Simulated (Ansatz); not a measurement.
CaP₃:
```xyz
8
Lattice="1.6644 5.3290 0.0000 1.6684 0.5799 5.2969 5.4446 0.0000 0.0000" Properties=species:S:1:pos:R:3 pbc="T T T"
Ca     3.0332     1.9913     1.7865
Ca     5.7442     3.9177     3.5104
P      3.1809     2.6439     4.6544
P      5.5964     3.2650     0.6425
P      4.3160     0.0025     0.0026
P      4.4614     5.9065     5.2943
P      3.1769     4.9134     2.1210
P      5.6005     0.9955     3.1759
```

Relaxed with PBEsol. Special points in fractions of this cell's reciprocal vectors: Γ (0.000, 0.000, 0.000); X (0.500, 0.000, 0.000); Y (0.000, 0.500, 0.000); Z (0.000, 0.000, 0.500); R (0.500, 0.500, 0.500); T (0.000, 0.500, 0.500); U (0.500, 0.000, 0.500); V (0.500, 0.500, 0.000).

Question: List the band energies nearest the Fermi level at these points for PBEsol in the plane-wave PAW code Ansatz.

Answer: In eV from the Fermi level; about four levels below and three above (degenerate sets whole), none deeper than 8.9 eV; points with the same levels are listed once.

| k | below | above |
|---|---|---|
| Γ | -2.18 -1.97 -1.36 -0.05 | 0.00 0.71 1.57 |
| X | -3.06 -2.58 -1.20 -1.17 | 1.46 1.58 1.75 |
| Y | -3.06 -2.59 -1.21 -1.18 | 1.46 1.58 1.76 |
| Z | -2.54 -2.09 -1.70 -0.57 | 0.20 0.81 1.41 |
| R | -2.31 -2.00 -1.69 -0.94 | 0.68 0.73 1.51 |
| T | -2.50 -2.23 -1.56 -1.21 | 1.34 1.44 1.60 |
| U | -2.50 -2.23 -1.56 -1.21 | 1.33 1.43 1.60 |
| V | -2.21 -1.39 -1.29 -0.26 | 0.75 0.77 1.59 |

Space group C2/m. The first step of the workflow began from a Materials Project structure, measured or hypothetical; the Crystallography Open Database copy checked does not list it. Whether it is the stable phase at ambient conditions was not checked. Symmetry was held in the PBEsol relaxation; of distortions, only those at the zone centre were tested. A small band overlap can be real or an error of a semilocal functional. Point labels and valley counts follow the cell and symmetry of the run, lower than the named group.

Potentials: the later of the program's two PAW sets.
